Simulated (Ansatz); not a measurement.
K2LiRhF6 in space group Fm-3m (No. 225; K on 8c, Li on 4b, Rh on 4a, F on 24e), plane-wave PAW PBEsol (Ansatz code). The conduction-band minimum lies at X, with 3 equivalent valleys. Second derivatives d²E/dk² of the lowest band at one valley (eV·Å²), along Cartesian directions:

```tsv
direction	d²E/dk²
[100]	2.546
[010]	3.043
[001]	3.043
[110]	2.794
[101]	2.794
[011]	3.043
```

**Question.** Find the principal effective masses, the density-of-states mass and the conductivity mass.

**Answer.** Off-diagonal terms follow from H_xy = H[110] − (H_xx + H_yy)/2, and m*/mₑ = 7.620 eV·Å² over each eigenvalue: 2.5, 2.5, 3.0. One valley's DOS mass (m₁m₂m₃)^(1/3) = 2.7, conductivity mass 3/(Σ 1/mᵢ) = 2.6 mₑ.

**Question.** What effective density of states Nc follows at 300 K for parabolic valleys?

**Answer.** Nc = 2.509e19 × 3 × (2.7)^(3/2) ≈ 3.3e20 cm⁻³.

**Question.** With the computed static dielectric constant 8.60 (mean of the diagonal), estimate a hydrogenic donor's binding energy and radius.

**Answer.** E = 13.606 eV × 2.6/8.60² ≈ 480 meV; a = 0.529 Å × ε/m* ≈ 1.7 Å. Semilocal masses tend to be too small where the gap is.

The first step of the workflow began from a Materials Project structure, measured or hypothetical; the Crystallography Open Database copy checked does not list it. Its standing as an ambient phase is unchecked. The cell was relaxed with PBEsol under the symmetry of its start; of distortions, only those at the zone centre were tested. The run is not spin-polarised. Spin–orbit coupling is left out wherever it is not named.

Potentials: the later of the program's two PAW sets.
